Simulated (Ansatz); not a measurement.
**ZnSe$_{2}$ on a mismatched substrate**

The calculation used DFT PBEsol, scalar-relativistic, plane waves, PAW (Ansatz 0.2.0). Run with 420 eV cutoff, 6×6×6 k-mesh, Gaussian smearing of 0.02 eV, no spin polarisation.

Starting point, cell and atoms relaxed:

```
CELL_PARAMETERS angstrom
6.23922 0.00000 0.00000
0.00000 6.23922 0.00000
0.00000 0.00000 6.23922
ATOMIC_POSITIONS crystal
Zn 0.50000 0.50000 0.00000
Zn 0.50000 0.00000 0.50000
Zn 0.00000 0.50000 0.50000
Zn 0.00000 0.00000 0.00000
Se 0.10996 0.89004 0.39004
Se 0.89004 0.39004 0.10996
Se 0.39004 0.10996 0.89004
Se 0.60996 0.60996 0.60996
Se 0.89004 0.10996 0.60996
Se 0.10996 0.60996 0.89004
Se 0.60996 0.89004 0.10996
Se 0.39004 0.39004 0.39004
```

The a-b plane is strained alike in both directions, as on a substrate, while c and the atoms relax within the symmetry that the strain leaves. Stress is positive in compression; energies are free energies at the smearing used, per atom.

```
strain (%) c (Å)  σ in plane (GPa)  ΔE (meV/atom)
      -3.0  6.4668              3.36          11.79
      -1.5  6.3498              1.49           2.68
      +0.0  6.2392             -0.01           0.00
      +1.5  6.1348             -1.14           2.28
      +3.0  6.0426             -1.99           8.33
```

Task: Get the biaxial modulus twice, from the stresses and from the energies of the innermost pair.

Result: From stress: M = −Δσ/Δε = (1.49 − (-1.14)) / 0.030 = 88 GPa. Two in-plane directions each store σε/2, so the energy density is Mε²: M = (mean ΔE)/(V ε²) = 2.48 meV / (20.240 Å³ × 0.015²) × 0.16022 GPa Å³/meV = 87 GPa. The two agree.

Task: How well does Mε², with M from the stresses, predict the outermost points?

Result: 10.0 meV predicted against 11.8 computed at -3.0 %; 10.0 meV predicted against 8.3 computed at +3.0 %. Compression costs more than stretching, the usual sign of bonds that stiffen as they shorten.

Task: How does c respond, and up to what thickness can a film with 1 % or 2 % misfit stay coherent on a thick substrate?

Result: c answers with ε_c = −1.15 ε. In an isotropic solid that ratio is 2ν/(1 − ν), so ν = r/(2 + r) = 0.36. A film of thickness h stores Mε²h per area, 8.8 mJ/m² per nm at 1 %. The Matthews–Blakeslee balance for pure edge misfit dislocations, h = b/(8πf(1 + ν)) × (ln(h/b) + 1), with b taken as the in-plane vector a = 6.24 Å, solved by iteration, gives 5.9 nm at f = 1 % and 1.9 nm at 2 %. This is an isotropic estimate in which the moduli cancel; the real Burgers vector, glide system, anisotropy and slow kinetics can shift it by a factor of a few, mostly upward.